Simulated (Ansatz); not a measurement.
BP:
```
BP
1.0
    6.23416     0.00000     0.00000
    0.00000     3.21723     0.00000
    0.00000     0.00000     5.36337
B P
4 4
Direct
  0.16261   0.25000   0.39969
  0.33739   0.75000   0.89969
  0.83739   0.75000   0.60031
  0.66261   0.25000   0.10031
  0.83851   0.25000   0.39236
  0.66149   0.75000   0.89236
  0.16149   0.75000   0.60764
  0.33851   0.25000   0.10764
```

Relaxed with r²SCAN+D4. Special points in fractions of this cell's reciprocal vectors: Γ (0.000, 0.000, 0.000); X (0.500, 0.000, 0.000); S (0.500, 0.500, 0.000); Y (0.000, 0.500, 0.000); Z (0.000, 0.000, 0.500); U (0.500, 0.000, 0.500); R (0.500, 0.500, 0.500); T (0.000, 0.500, 0.500).

### Question
List the band energies nearest the valence-band maximum at these points for plane-wave PAW r²SCAN+D4 (Ansatz code).

### Answer
In eV from the valence-band maximum; about four levels below and three above (degenerate sets whole), none deeper than 8.9 eV; points with the same levels are listed once.

```tsv
k	below	above
Γ	-1.31 -1.16 -0.79 0.00	1.22 1.80 1.86
X	-2.64 -2.64 -0.97 -0.97	1.38 1.38 2.77 2.77
S	-3.34 -3.34 -3.34 -3.34	2.92 2.92 2.92 2.92
Y	-4.44 -4.44 -3.21 -3.21	1.46 1.46 3.72 3.72
Z	-2.70 -2.70 -1.48 -1.48	1.42 1.42 2.41 2.41
U	-1.81 -1.81 -1.61 -1.61	0.80 0.80 2.90 2.90
R	-3.57 -3.57 -3.57 -3.57	2.96 2.96 2.96 2.96
T	-2.68 -2.68 -1.62 -1.62	2.32 2.32 3.78 3.78
```

Space group Pnma. The start of the workflow was typed in or built on a structure type; neither database checked (COD, Materials Project) lists it. It is not the phase usual at ambient conditions (space group No. 216). The r²SCAN+D4 relaxation kept the symmetry of its start; whether a distortion lowers the energy is not shown. The volume moved by 25 % from the start of the relaxation.

Potentials: the later of the program's two PAW sets.
